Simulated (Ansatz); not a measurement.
# Ag: computed property card

Ag:
```yaml
crystal:
  lattice:
    - [2.71488, 0.00000, 0.00000]
    - [0.00000, 2.71488, 0.00000]
    - [0.00000, 0.00000, 2.71488]
  atoms:
    - { symbol: Ag, position: [0.00000, 0.00000, 0.00000] }
```

Space group Pm-3m (No. 221), simple cubic; conventional cell a = 2.7149 Å, b = 2.7149 Å, c = 2.7149 Å, α = 90.00°, β = 90.00°, γ = 90.00°.

Method: r²SCAN in the plane-wave PAW code Ansatz. Structure relaxed to zero pressure with the same functional. Other levels are named where they apply.

**Cell and energy**

```yaml
volume_per_atom: 20.01 Å³
density: 8.95 g/cm³
```

**Electronic structure**

```yaml
electronic_character: metallic (no gap)
Density of states at the Fermi level: 0.26 states/eV per atom (mean over ±0.08 eV)
Gap with spin–orbit coupling: none (metallic)
```

**Mechanics**

```yaml
Bulk modulus (Birch–Murnaghan fit): 79.1 GPa
Pressure derivative B′: 5.7
Elastic constants (relaxed ions, GPa): C11 = 211, C12 = 13.6, C44 = -12.2
mechanical_stability: unstable (C has a negative eigenvalue)
```

The cell is a constructed one: a structure type filled with these elements; neither database checked (COD, Materials Project) lists it. It is not the phase usual at ambient conditions (space group No. 225). The cell was relaxed with r²SCAN under the symmetry of its start. No spin polarisation was allowed. As this level gives no gap, shear constants depend on the k-mesh and smearing (Fermi–Dirac, 0.1 eV here). Spin–orbit coupling is left out wherever it is not named.

Potentials: the earlier of the program's two PAW sets.
